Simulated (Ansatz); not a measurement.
Input:

ZrTa (L1₀ or tetragonal B2, space group No. 123), a = 2.849 Å, b = 2.849 Å, c = 4.857 Å, α = 90.00°, β = 90.00°, γ = 90.00°.

This is the PBEsol-relaxed structure.

Task: All from PBEsol in the plane-wave PAW code Ansatz, unless another level is named. Give the formation energy from the elements (no fitted shifts).

Result: 0.21 eV/atom.

Task: Predict the density of states at the Fermi level.

Result: 1.5 states/eV per atom (mean over ±0.08 eV).

Space group P4/mmm (L1₀ or tetragonal B2). The start of the workflow was typed in or built on a structure type; neither database checked (COD, Materials Project) lists it. Its standing as an ambient phase is unchecked. Symmetry was held in the PBEsol relaxation. At this level the phase is mechanically unstable. No spin polarisation was allowed. Its formation energy is positive at this level, so the cell may be metastable or incomplete. Axis ratios of metals converge slowly with the k-mesh, so a and c are less sure than the volume. The references are the lowest solids computed at this level, not always the standard phases. Spin–orbit coupling is left out wherever it is not named.

Potentials: the later of the program's two PAW sets.
